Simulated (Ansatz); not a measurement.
GeBCN:
```cif
data_C3B3Ge3N3
_chemical_formula_sum 'B3 N3 Ge3 C3'
_space_group_name_H-M_alt 'R3m :H'
_space_group_IT_number 160
_space_group_name_Hall 'R 3 -2"'
_cell_length_a 2.92467
_cell_length_b 2.92467
_cell_length_c 14.36500
_cell_angle_alpha 90.000
_cell_angle_beta 90.000
_cell_angle_gamma 120.000
loop_
_atom_site_label
_atom_site_type_symbol
_atom_site_symmetry_multiplicity
_atom_site_Wyckoff_symbol
_atom_site_fract_x
_atom_site_fract_y
_atom_site_fract_z
_atom_site_occupancy
B1 B 3 a 0.00000 0.00000 0.99722 1
N1 N 3 a 0.00000 0.00000 0.11280 1
Ge1 Ge 3 a 0.00000 0.00000 0.50422 1
C1 C 3 a 0.00000 0.00000 0.63579 1
```
(The calculation used a cell of 4 atoms; values per cell refer to that cell.)

Relaxed with r²SCAN. 

Task: HSE06 on this cell (Ansatz, an electronic-structure program, PAW) gives a gap of 1.41 eV. What does r²SCAN give?

Result: 0.79 eV.

Cost on shared cores: the r²SCAN run (SCF on a 11×11×11 mesh, then bands and DOS) roughly 60 core-seconds, the HSE06 run (SCF on 8×8×8, then a few points) very roughly 120 core-seconds; the tasks are unlike.

The start of the workflow was typed in or built on a structure type; neither database checked (COD, Materials Project) lists it. Whether it is the stable phase at ambient conditions was not checked. The r²SCAN relaxation kept the symmetry of its start; whether a distortion lowers the energy is not shown. The volume moved by -16 % from the start of the relaxation. Scalar-relativistic: spin–orbit coupling is off unless named, which matters more the heavier the elements.

Potentials: the earlier of the program's two PAW sets.

Ansatz is a plane-wave DFT program.
